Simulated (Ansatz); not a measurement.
Ti3O5 (space group C2/m)

Space group C2/m (No. 12); a = 9.630 Å, b = 3.848 Å, c = 9.180 Å, α = γ = 90.00°, β = 91.12°

| atom | site | symmetry | x | y | z |
|---|---|---|---|---|---|
| Ti | 4i | m | 0.0568 | 0.0000 | 0.3589 |
| Ti | 4i | m | 0.1338 | 0.0000 | 0.0446 |
| Ti | 4i | m | 0.2224 | 0.0000 | 0.7385 |
| O | 4i | m | 0.0863 | 0.5000 | 0.3402 |
| O | 4i | m | 0.1703 | 0.5000 | 0.0539 |
| O | 4i | m | 0.1290 | 0.0000 | 0.5573 |
| O | 4i | m | 0.2442 | 0.0000 | 0.2443 |
| O | 4i | m | 0.0421 | 0.0000 | 0.8474 |
(The calculation used a cell of 16 atoms; values per cell refer to that cell.)

Equation-of-state scan: isotropic scaling of the cell above, V₀ being its volume. The atoms relax within the cell's symmetry.

Calculation: PBEsol (plane waves to 420 eV, PAW, scalar-relativistic; Ansatz, a quantum-chemistry and plane-wave program). k mesh 11×11×4 (Γ-centred), Fermi-Dirac smearing 0.05 eV. The energy includes the smearing's −TS. Compression counts positive. Ti3O5 is run without spin polarisation and with no Hubbard U. Ti3O5 was relaxed with its symmetry unable to fall. The zero of ΔE is the relaxed starting cell.

### Question
Estimate the ΔE (meV/atom) and P (GPa) for V/V₀ = 0.900, 0.925, 0.950, 0.975, 1.025, 1.100.

### Answer
```tsv
V/V₀	ΔE (meV/atom)	P (GPa)
0.900	78	25.9
0.925	42	18.0
0.950	18	11.2
0.975	4	5.2
1.025	4	-4.5
1.100	53	-14.4
```

(A scan under strain: stresses follow from slopes of the energy per volume, elastic moduli from its curvatures.)
